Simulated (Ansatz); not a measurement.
Property card for Sn4SeS3

Theory: DFT PBE, scalar-relativistic, plane waves, PAW (Ansatz 0.2.0).

Settings: cutoff 420 eV, Γ-centred mesh 8×8×6 on the computed 8-atom cell, Gaussian smearing of 0.02 eV; no spin polarisation.

The structure is relaxed at this level of theory with its symmetry kept, and needn't be the ground state of this composition.

```cif
data_structure
_symmetry_space_group_name_H-M 'P 1'
_symmetry_Int_Tables_number 1
_cell_length_a 12.1936
_cell_length_b 12.1936
_cell_length_c 4.3391
_cell_angle_alpha 99.509
_cell_angle_beta 99.509
_cell_angle_gamma 19.451
_cell_volume 211.80
loop_
_atom_site_label
_atom_site_type_symbol
_atom_site_fract_x
_atom_site_fract_y
_atom_site_fract_z
_atom_site_occupancy
Sn1 Sn 0.94255 0.94255 0.82411 1
Sn2 Sn 0.56661 0.56661 0.38474 1
Sn3 Sn 0.68998 0.68998 0.01045 1
Sn4 Sn 0.31186 0.31186 0.62480 1
Se1 Se 0.45125 0.45125 0.36665 1
S1 S 0.05288 0.05288 0.96650 1
S2 S 0.20260 0.20260 0.61762 1
S3 S 0.79892 0.79892 0.20514 1
```

| Quantity | Value |
| --- | --- |
| Space group | Cm (No. 8) |
| Volume per atom | 178.7 bohr³ |
| Formation energy from the elements' standard states (uncorrected) | -0.438 eV/atom |
| Kohn–Sham band gap | 0.62 eV |
| Orbital (Löwdin) character of the top 1 eV of the valence band | S 3p 39 %, Sn 5s 22 %, Se 4p 20 %, Sn 5p 17 % |
| Orbital (Löwdin) character of the lowest 1 eV of the conduction band | Sn 5p 66 %, S 3p 11 %, Sn 5s 7 % |
| Bader charge by site (e) | Sn (1 in the cell) 0.89, Sn (1 in the cell) 0.92, Sn (1 in the cell) 0.96, Sn (1 in the cell) 0.96, Se (1 in the cell) -0.85, S (1 in the cell) -0.97, S (1 in the cell) -0.97, S (1 in the cell) -0.96 |

The cell holds layers, chains or molecules and no dispersion correction was added, so their binding is poorly described.

The cell was found from a structure generator's guess, not taken from experiment. Kohn–Sham gaps at this level usually fall short of measured ones. Löwdin shares on free-atom orbitals overweight diffuse shells in the empty bands.
